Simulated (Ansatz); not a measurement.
Total density of states per atom from PBE (plane waves, PAW; program Ansatz), in 0.25 eV bins, energy from the valence-band maximum:

(E (eV), states/eV/atom): (-7.85, 9.55); (-7.60, 2.04); (-7.35, 1.01); (-7.10, 0.00); (-6.85, 0.00); (-6.60, 0.00); (-6.35, 0.00); (-6.10, 0.00); (-5.85, 0.00); (-5.60, 0.00); (-5.35, 0.00); (-5.10, 0.00); (-4.85, 0.00); (-4.60, 0.00); (-4.35, 0.00); (-4.10, 0.07); (-3.85, 1.92); (-3.60, 0.67); (-3.35, 0.38); (-3.10, 0.26); (-2.85, 0.19); (-2.60, 0.14); (-2.35, 0.19); (-2.10, 1.01); (-1.85, 0.89); (-1.60, 1.25); (-1.35, 1.25); (-1.10, 1.22); (-0.85, 1.21); (-0.60, 0.80); (-0.35, 0.42); (-0.10, 0.13); (0.15, 0.00); (0.40, 0.00); (0.65, 0.00); (0.90, 0.00); (1.15, 0.01); (1.40, 0.02); (1.65, 0.04); (1.90, 0.15); (2.15, 0.33); (2.40, 0.37); (2.65, 0.50); (2.90, 1.16); (3.15, 1.00); (3.40, 0.52); (3.65, 0.43); (3.90, 0.35); (4.15, 0.42); (4.40, 0.57); (4.65, 1.03); (4.90, 0.99); (5.15, 0.50); (5.40, 1.01)

Task: Which compound is it?
A. WS2, P6_3/mmc (W on 2c, S on 4f)
B. CdTe, zinc blende
C. CdO, rock salt
D. HgS, zinc blende

Result: B, CdTe, zinc blende. Top 1 eV of the valence band: Te 5p 92 %. Bottom 1 eV of the conduction band: Cd 5s 53 %, Te 5p 28 %, Te 5s 16 %. Projections are on Löwdin-orthogonalised atomic valence shells; empty p or d shells of many metals are not among them.

Space group F-43m (zinc blende). The PBE relaxation kept the symmetry of its start. Scalar-relativistic: spin–orbit coupling is off unless named, which matters more the heavier the elements.

Potentials: the later of the program's two PAW sets.
